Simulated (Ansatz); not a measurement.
Starting cell, KMgF3 (cubic perovskite):

```
KMgF3
1.0
    8.10854     0.00000     0.00000
    4.05427     4.05427     0.00000
    0.00000     0.00000     4.05427
K Mg F
2 2 6
Direct
  0.00000   0.50000   0.50000
  0.50000   0.50000   0.50000
  0.00000   0.00000   0.00000
  0.50000   0.00000   0.00000
  0.75000   0.50000   0.00000
  0.25000   0.50000   0.00000
  0.25000   0.00000   0.00000
  0.75000   0.00000   0.00000
  0.00000   0.00000   0.50000
  0.50000   0.00000   0.50000
```

The atoms are displaced by Q × the pattern below (from a DFPT mode at M = (0.5, 0.5, 0.0), largest move 1; Q in Å), at fixed cell. (q is in reciprocal vectors of the primitive cell; the cell shown is doubled to hold the pattern.)

| atom | x | y | z |
|---|---|---|---|
| Mg3 | 0.000 | 0.000 | 0.598 |
| Mg4 | 0.000 | 0.000 | -0.598 |
| F9 | 0.000 | 0.000 | -1.000 |
| F10 | 0.000 | 0.000 | 1.000 |

Atoms not listed stay in place.

These are PBE (plane waves to 420 eV, PAW, scalar-relativistic; Ansatz, a program for electronic structure) values and carry that method's errors. k mesh 8×8×8 (Γ-centred), Fermi-Dirac smearing 0.05 eV. The energy includes the smearing's −TS. KMgF3 was relaxed with its symmetry unable to fall. ΔE is measured from the undisplaced structure.

```tsv
Q (Å)	ΔE (meV/cell)
-0.1000	190.6
-0.0833	129.1
-0.0667	80.9
-0.0500	44.8
-0.0333	withheld
-0.0167	4.9
0.0000	0.0
0.0167	4.9
0.0333	withheld
0.0500	44.8
0.0667	80.9
0.0833	129.1
0.1000	190.6
```

Problem. Fit an even polynomial form (powers 2, 4) to the given rows and predict ΔE at Q = -0.0333.

Solution. Least squares on the 11 given rows: ΔE = (17520)·Q² + (154000)·Q⁴, in meV/cell with Q in Å; root-mean-square residual 0.07 meV/cell. At -0.0333 the fit gives 19.6 meV/cell; the calculation gives 19.7 meV/cell, so the interpolation is off by -0.1 (-0.5 %). The quadratic term alone would give 19.4 meV/cell.

(A displaced cell: forces are minus the slopes of the energy, force constants its curvatures, and phonons follow from these.)
